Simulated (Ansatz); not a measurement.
Polymorphs of Fe, each relaxed with plane-wave PAW r²SCAN (Ansatz code):

A: simple cubic (Pm-3m)
a = 2.4128 Å, b = 2.4128 Å, c = 2.4128 Å, α = 90.00°, β = 90.00°, γ = 90.00°

```
atom  site  symmetry       x       y       z
----  ----  --------  ------  ------  ------
Fe      1a      m-3m  0.0000  0.0000  0.0000
```

B: Cmcm
a = 2.4159 Å, b = 4.7251 Å, c = 4.2693 Å, α = β = γ = 90.00°

```csv
atom,site,symmetry,x,y,z
Fe,4c,m2m,0.0000,0.1360,0.7500
```

C: bcc (W type) (Im-3m)
a = b = c = 2.8664 Å, α = β = γ = 90.00°

| atom | site | symmetry | x | y | z |
|---|---|---|---|---|---|
| Fe | 2a | m-3m | 0.0000 | 0.0000 | 0.0000 |

Put the candidates in order of energy per atom at 0 K, lowest first, for r²SCAN.

C (+0 meV/atom), B (+116 meV/atom), A (+780 meV/atom)

Spin orders computed, not proven ground states: A ferromagnetic; B ferromagnetic; C ferromagnetic. Constructed cells (a structure type filled with these elements, in neither database checked): A. Typed or built starts, not in the databases checked: B. Not the usual ambient phase: A; B. Unstable at this level: A. All cells were relaxed under the symmetry of their starts (and spin orders); stability against distortions was not tested throughout.

Energies hold the estimated change up to a 700 eV cutoff; steps of a few meV lie near the error of the meshes.

Potentials: the later of the program's two PAW sets.
